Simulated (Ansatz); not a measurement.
C:
```cif
data_C8
_chemical_formula_sum 'C8'
_space_group_name_H-M_alt 'P 1'
_space_group_IT_number 1
_cell_length_a 2.50538
_cell_length_b 2.50538
_cell_length_c 8.26459
_cell_angle_alpha 90.000
_cell_angle_beta 90.000
_cell_angle_gamma 120.000
loop_
_space_group_symop_operation_xyz
  'x, y, z'
loop_
_atom_site_label
_atom_site_type_symbol
_atom_site_fract_x
_atom_site_fract_y
_atom_site_fract_z
_atom_site_occupancy
C1 C 0.00000 0.00000 0.59295 1
C2 C 0.00000 0.00000 0.40705 1
C3 C 0.00000 0.00000 0.09295 1
C4 C 0.00000 0.00000 0.90705 1
C5 C 0.33333 0.66667 0.34446 1
C6 C 0.66667 0.33333 0.65554 1
C7 C 0.66667 0.33333 0.84446 1
C8 C 0.33333 0.66667 0.15554 1
```

Relaxed with PBEsol. PBEsol in the plane-wave PAW code Ansatz gives a gap of 4.44 eV.

### Question
What gap does HSE06 give on the same cell (Ansatz, PAW)?

### Answer
5.73 eV, 1.30 eV more. The hybrid was solved on a coarser mesh and at special points; its gap is the smallest among all of these.

```csv
k,v1 PBEsol,c1 PBEsol,v1 HSE06,c1 HSE06
Γ,0.00,5.27,(withheld),(withheld)
A,-0.66,6.05,-0.70,7.53
K,-4.22,6.04,-4.59,7.48
H,-5.18,4.96,(withheld),(withheld)
M,-3.01,4.49,(withheld),(withheld)
L,-3.72,4.83,(withheld),(withheld)
```

### Question
Top valence (v1) and lowest conduction level (c1) in eV from each method's valence maximum (which need not be a listed point): supply the withheld HSE06 values.

### Answer

- L, v1 HSE06: -4.04
- L, c1 HSE06: 6.16
- H, v1 HSE06: -5.59
- H, c1 HSE06: 6.32
- M, v1 HSE06: -3.28
- M, c1 HSE06: 5.80
- Γ, v1 HSE06: 0.00
- Γ, c1 HSE06: 6.70

Cost on shared cores: the PBEsol run (SCF on a 13×13×4 mesh, then bands and DOS) about 24 core-seconds (a rough figure), the HSE06 run (SCF on 7×7×2, then a few points) about 70 core-seconds (a rough figure); the tasks are unlike.

Space group P6_3/mmc. The workflow started from a Materials Project entry (that database holds measured and hypothetical structures alike). Its sites differ from those of the usual phase in this space group: another stacking or structure type. The cell was relaxed with PBEsol under the symmetry of its start; whether a distortion lowers the energy is not shown.

Potentials: the later of the program's two PAW sets.
